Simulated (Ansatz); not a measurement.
# HfC (Fm-3m), stationary points along a deformation path

All numbers below come from DFT PBEsol, scalar-relativistic, plane waves, PAW (Ansatz). Cutoff 420 eV, Γ-centred 20×20×20 k-points, Gaussian smearing of 0.15 eV. Spin–orbit coupling is left out, which can shift energies with elements as heavy as these. No spin polarisation. Energies are free energies at this smearing, counted from the undisturbed cell; pressure is positive in compression.

Reference structure (as given, not relaxed at this level; it stands at -6.5 GPa):

```xyz
2
Lattice="0.0000 2.3250 2.3250 2.3250 0.0000 2.3250 2.3250 2.3250 0.0000" Properties=species:S:1:pos:R:3 pbc="T T T"
Hf    2.3250    2.3250    2.3250
C     0.0000    0.0000    0.0000
```

At fixed volume and fractional coordinates, lengths along (0.577, 0.577, 0.577) are scaled against those across it; ρ is that ratio over its starting value. V = 12.568 Å³/atom. Δσ is the stress along the axis less the mean stress across it (compression positive).

| ρ | ΔE (meV/atom) | Δσ (GPa) | space group |
| --- | --- | --- | --- |
| 0.500 | 1359.6 | 0.00 | Pm-3m |
| 0.710 | 664.5 | 50.51 | R-3m |
| 1.000 | 0.0 | 0.00 | Fm-3m |
| 1.410 | 1091.1 | -109.74 | R-3m |
| 2.000 | 2788.3 | -105.42 | R-3m |

Question: How does the stress give the slope of the energy, and where is the energy stationary?

Answer: Along the path d ln(length) is 2/3 d ln ρ on the axis and −1/3 d ln ρ across it, so dE/d ln ρ = −(2/3) V Δσ: the energy falls with ρ where Δσ is positive. Δσ vanishes or changes sign at ρ = 0.500 (Pm-3m, an end of the scan), at 1359.6 meV/atom; at ρ = 1.000 (Fm-3m), a minimum at 0.0 meV/atom. Pairs of stationary points between two samples would go unseen, and could change a minimum read from distant neighbours into a maximum. At ρ = 0.500, 1.000 the cell is cubic, where symmetry alone makes the stress isotropic and the slope zero.

In a metal these slopes depend on the k mesh and the smearing.